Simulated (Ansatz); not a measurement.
The relaxed structure here is a generated cell of Cd: the first start was made by placing the elements on the sites of a structure type, and the end was not matched to a known phase here, so it may be hypothetical. Known forms of Cd include space group No. 194.

One starting cell of Cd (a generated cell, Cd built in the beta-W structure type) was relaxed twice with Ansatz (plane waves, PAW, scalar-relativistic): with r2SCAN at 500 eV and with PBE at 420 eV. The r2SCAN result:

```cif
data_Cd8
_chemical_formula_sum 'Cd8'
_space_group_name_H-M_alt 'Pm-3n'
_space_group_IT_number 223
_space_group_name_Hall '-P 4n 2 3'
_cell_length_a 5.60486
_cell_length_b 5.60486
_cell_length_c 5.60486
_cell_angle_alpha 90.000
_cell_angle_beta 90.000
_cell_angle_gamma 90.000
loop_
_atom_site_label
_atom_site_type_symbol
_atom_site_symmetry_multiplicity
_atom_site_Wyckoff_symbol
_atom_site_fract_x
_atom_site_fract_y
_atom_site_fract_z
_atom_site_occupancy
Cd1 Cd 6 c 0.00000 0.50000 0.25000 1
Cd2 Cd 2 a 0.00000 0.00000 0.00000 1
```

```tsv
quantity	r2SCAN	PBE
space group	Pm-3n	Pm-3n
volume (Å³/atom)	22.01	(withheld)
a (Å)	5.605	(withheld)
gap (eV, no spin-orbit coupling)	0.00	(withheld)
```

Q: What does PBE give for the same quantities?

A: 
- volume (Å³/atom), PBE: 23.12
- a (Å), PBE: 5.698
- gap (eV, no spin-orbit coupling), PBE: 0.00

Both levels end in the same structure; PBE's volume is 5.0 % larger. Neither column is exact.

No spin polarisation in the result.

The run could not lose the symmetry of its start: the end is stationary, and may be a saddle point rather than a minimum.

All atoms sit on sites fixed by symmetry, so only the cell could relax.

Ansatz is an electronic-structure program.
